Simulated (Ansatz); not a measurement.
Hf$_{5}$Si$_{3}$N in space group P6_3/mcm (No. 193; Hf on 6g, Hf on 4d, Si on 6g, N on 2b), the program Ansatz at the PBE level (PAW), all energies at zero smearing, with the estimated change up to a 700 eV cutoff added, with one set of potentials and settings (totals compare only within such a set). Cell of 18 atoms (10 Hf, 6 Si, 2 N): -161814.767 eV.

```tsv
element	reference phase	E (eV/atom)
Hf	P6_3/mmc, 2 atoms in the cell	-15721.3637
Si	Fd-3m, 2 atoms in the cell	-635.8096
N	Pa-3, 8 atoms in the cell	-384.0325
```

Formation energy per atom, worked out: (-161814.767 − 10×(-15721.3637) − 6×(-635.8096) − 2×(-384.0325))/18 = -1.012 eV/atom (-98 kJ per mol of atoms), at 0 K, without zero-point energy or fitted corrections.

The first step of the workflow began from a Materials Project structure, measured or hypothetical; the Crystallography Open Database copy checked does not list it. Its standing as an ambient phase is unchecked. The cell was relaxed with PBE under the symmetry of its start; its stability against distortions is not shown here. No spin polarisation was allowed. The references are the lowest solids computed at this level, not always the standard phases (solids in place of the gases). Scalar-relativistic: spin–orbit coupling is off unless named, which matters more the heavier the elements.

Potentials: the later of the program's two PAW sets.
